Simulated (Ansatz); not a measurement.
Input:

YbSi2:
Space group Fddd, origin choice 1 (No. 70); a = 5.6927 Å, b = 8.2281 Å, c = 9.9142 Å, α = β = γ = 90.00°

```json
[
 {"atom": "Si", "site": "16f", "symmetry": ".2.", "x": "0.0000", "y": "0.3579", "z": "0.0000"},
 {"atom": "Yb", "site": "8a", "symmetry": "222", "x": "0.0000", "y": "0.0000", "z": "0.0000"}
]
```
(The calculation used a cell of 6 atoms; values per cell refer to that cell.)

This is the PBE-relaxed structure.

Task: All from PBE in the plane-wave PAW code Ansatz, unless another level is named. Predict the electronic character.

Result: metallic (no gap).

Task: Next, the formation energy from the elements (no fitted shifts)?

Result: -0.18 eV/atom.

Task: And the density of states at the Fermi level?

Result: 0.69 states/eV per atom (mean over ±0.08 eV).

A made-up cell: these elements were put on the sites of a structure type; neither database checked (COD, Materials Project) lists it. COD files the formula under space group No. 191. Its standing as an ambient phase is unchecked. The PBE relaxation kept the symmetry of its start; its stability against distortions is not shown here. The workflow began spin-polarised and lost its moments. The 4f shell is in the valence. No Hubbard U is applied. The references are the lowest solids computed at this level, not always the standard phases. Scalar-relativistic: spin–orbit coupling is off unless named, which matters more the heavier the elements.

Potentials: the later of the program's two PAW sets.
